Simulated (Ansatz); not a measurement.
ZnCdO₂ in space group P3m1 (No. 156; Zn on 1a, Cd on 1c, O on 1c, O on 1a) under volume change, the program Ansatz at the PBEsol level (PAW), shape and atoms relaxed at each volume.

```
V (Å³/atom)  E − E(relaxed) (meV/atom)  P (GPa)
-----------  -------------------------  -------
12.559                            47.1    13.12
12.973                            19.8     8.09
13.387                             4.7     3.74
13.801                             0.0     0.00
14.215                               ?        ?
14.629                            16.2    -5.94
15.043                               ?        ?
```

### Question
Fill in the missing entries.

### Answer

- 14.215, E − E(relaxed) (meV/atom): 4.3
- 14.215, P (GPa): -3.21
- 15.043, E − E(relaxed) (meV/atom): 34.6
- 15.043, P (GPa): -8.27

### Question
What does a third-order Birch–Murnaghan fit give for V₀, B₀ and B′?

### Answer
V₀ = 13.80 Å³/atom, B₀ = 115 GPa, B′ = 4.1.

The workflow started from a Materials Project entry (that database holds measured and hypothetical structures alike); the Crystallography Open Database copy checked does not list it. Its standing as an ambient phase is unchecked. Symmetry was held in the PBEsol relaxation; of distortions, only those at the zone centre were tested.

Potentials: the later of the program's two PAW sets.
